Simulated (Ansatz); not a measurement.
# Sensitivity of the gradients in PbS with Te replacing S to the input

Cell: a supercell of PbS (rock salt type, Fm-3m) built from an entry of the Crystallography Open Database (COD) (the entry's cell lengths or inner coordinates differ somewhat from later room-temperature determinations), with all atoms left at the host's positions.

Space group Fm-3m (No. 225); a = 17.7945 Å.

```csv
site,Wyckoff,site symmetry,x,y,z
Pb1,32f,.3m,0.3333,0.8333,0.8333
Pb2,24e,4m.m,0.5000,0.0000,0.8333
Pb6,48h,m.m2,0.8333,0.1667,0.0000
Pb27,4a,m-3m,0.0000,0.5000,0.5000
Te,4b,m-3m,0.5000,0.0000,0.0000
S29,48i,m.m2,0.6667,0.1667,0.0000
S32,32f,.3m,0.8333,0.1667,0.1667
S42,24e,4m.m,0.0000,0.5000,0.3333
```

One atom of each set is listed; the run and its k-mesh use a cell of 54 atoms with edges of 12.58, 12.58, 12.58 Å.

Reference run. Method: Kohn–Sham DFT in Ansatz, PBE, plane waves and PAW, scalar-relativistic, 420 eV cutoff, Γ-centred 2×2×2 k-points, Fermi–Dirac smearing 0.01 eV.

Q: The input is changed as follows: `scf.occupations.width`: 0.01 → not typed; `scf.occupations.method`: fermi_dirac → tetrahedron_uncorrected; `total_charge`: not typed → 1; `scf.mixing.algorithm`: not typed → broyden; `scf.mixing.beta`: not typed → 0.2; `scf.mixing.ndim`: not typed → 16. What happens to V_zz (10²¹ V/m²) and η?

A: 

```tsv
site	V_zz reference	η reference	V_zz changed	η changed
Pb1	-0.052	0.00	-0.040	0.00
Pb2	-12.22	0.00	-11.80	0.00
Pb6	0.21	0.18	-0.071	0.21
Te	0.00	–	0.00	–
S29	0.26	0.19	-0.26	0.93
S32	-0.021	0.00	-0.061	0.00
S42	-0.29	0.00	-0.017	0.00
```

The largest change of V_zz along a kept axis is on Pb2, from -12.22 to -11.80. In per cent, |V_zz| changes by -3 on Pb (all sites that start above 2). V_zz changes sign on Pb6 (same axis). On S29 the largest principal value lies along another axis in the second run, so the two V_zz can't be compared directly. Other sites without a gradient aren't listed. The changed cell holds a charge of +1 on a uniform background, so it isn't the same centre. It has an odd number of electrons and no spin polarisation, so the extra carrier is shared by both spins and spread out, where a real one carries spin and can localise. The gap no longer holds the Fermi energy in the changed run, so its gradients also hang on the k-mesh and the smearing. SCF iterations: 7 and 14. New warnings: band table not solved further.

On the reference run: The defect repeats with the cell of 54 atoms, so it feels its images: sites between two images don't show the values beside a lone defect, and zeros or small values of η there can come from the images' arrangement. Spin–orbit coupling is left out, which shifts gradients on Pb by a few per cent in wide-gap crystals, and can shift them far more where the calculated gap is small or absent, as here. With a gap of 0.3 eV on this mesh, small gradients can still move by 0.1 × 10²¹ V/m² or more as the k-mesh gets denser. The neighbours have not yet relaxed around the defect (largest force 1.1 eV/Å), so a real crystal will differ.
